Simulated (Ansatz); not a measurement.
AgI:
```xyz
2
Lattice="0.0000 3.1740 3.1740 3.1740 0.0000 3.1740 3.1740 3.1740 0.0000" Properties=species:S:1:pos:R:3 pbc="T T T"
Ag     4.7610     4.7610     4.7610
I      0.0000     0.0000     0.0000
```

Cartesian axes are those of the cell as given.

**Question.** Give the proper piezoelectric stress tensor with relaxed ions from plane-wave PAW LDA (Ansatz code).

**Answer.** In C/m², rows x, y, z, Voigt columns; mesh uncertainty up to 0.00.
```
0.00  0.00  0.00  0.18  0.00  0.00
0.00  0.00  0.00  0.00  0.18  0.00
0.00  0.00  0.00  0.00  0.00  0.18
```

The elastic tensor of the same run (GPa):

|  | 1 | 2 | 3 | 4 | 5 | 6 |
|---|---|---|---|---|---|---|
| 1 | 46.4 | 38.9 | 38.9 | 0.0 | 0.0 | 0.0 |
| 2 | 38.9 | 46.4 | 38.9 | 0.0 | 0.0 | 0.0 |
| 3 | 38.9 | 38.9 | 46.4 | 0.0 | 0.0 | 0.0 |
| 4 | 0.0 | 0.0 | 0.0 | 10.8 | 0.0 | 0.0 |
| 5 | 0.0 | 0.0 | 0.0 | 0.0 | 10.8 | 0.0 |
| 6 | 0.0 | 0.0 | 0.0 | 0.0 | 0.0 | 10.8 |

**Question.** Convert to strain constants d = e·S.

**Answer.** In pC/N:
```
 0.0   0.0   0.0  16.7   0.0   0.0
 0.0   0.0   0.0   0.0  16.7   0.0
 0.0   0.0   0.0   0.0   0.0  16.7
```

Space group F-43m (zinc blende). The LDA relaxation kept the symmetry of its start; phonons on a q-mesh show no instability. The run is not spin-polarised. Spin–orbit coupling is left out wherever it is not named.

Potentials: the later of the program's two PAW sets.
